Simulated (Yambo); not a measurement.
```
CELL_PARAMETERS angstrom
      3.82779     0.00000     0.00000
      0.00000     3.82779     0.00000
      0.00000     0.00000     3.82779
ATOMIC_POSITIONS crystal
  Cl 0.50000 0.50000 0.50000
  Rb 0.00000 0.00000 0.00000
```

Response from Yambo on PBEsol (Quantum ESPRESSO, PseudoDojo norm-conserving, 58 Ry, scalar-relativistic) bands: 10×10×10 mesh, 41 bands, 4 Ry local-field block, 0.2 eV broadening.

Task: Give the static electronic dielectric constant without and with local fields.

Result: 
| field along | ε(0), independent particles | ε(0), RPA with local fields | refractive index √ε |
|---|---|---|---|
| x | 3.10 | 2.64 | 1.63 |
Electronic (clamped-ion) response only. PBEsol gaps are usually too small, which raises these values. Convergence of the RPA response with its 10×10×10 mesh was not tested.

Geometry strained from the cell relaxed with PBEsol, atoms relaxed again.

This is not the ordinary phase of the substance.
